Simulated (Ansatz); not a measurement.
Relax this structure to zero stress and force, keeping its symmetry:

```
Al Ru
1.0
    -1.57486    1.57486    4.23724
     1.57486   -1.57486    4.23724
     1.57486    1.57486   -4.23724
Al Ru
2 1
Direct
  0.65936 0.65936 0.00000
  0.34064 0.34064 0.00000
  0.00000 0.00000 0.00000
```

Theory: Ansatz 0.2.0, DFT LDA, scalar-relativistic, plane waves, PAW.

Settings: cutoff 420 eV, Γ-centred mesh 18×18×18 on the computed 3-atom cell, Gaussian smearing of 0.10 eV; no spin polarisation.

Question: What does it relax to?

Answer: The volume decreases by 0.65 Å³/atom to 13.37 Å³/atom, and the energy falls by 17.5 meV/atom. Final structure:
```cif
data_structure
_symmetry_space_group_name_H-M 'P 1'
_symmetry_Int_Tables_number 1
_cell_length_a 4.7159
_cell_length_b 4.7159
_cell_length_c 4.7159
_cell_angle_alpha 141.638
_cell_angle_beta 141.638
_cell_angle_gamma 55.374
_cell_volume 40.10
loop_
_atom_site_label
_atom_site_type_symbol
_atom_site_fract_x
_atom_site_fract_y
_atom_site_fract_z
_atom_site_occupancy
Al1 Al 0.65908 0.65908 0.00000 1
Al2 Al 0.34092 0.34092 0.00000 1
Ru1 Ru 0.00000 0.00000 0.00000 1
```

Cost: 1 run of about 1.3 core-minutes, on Arm Neoverse V2 (shared hosts).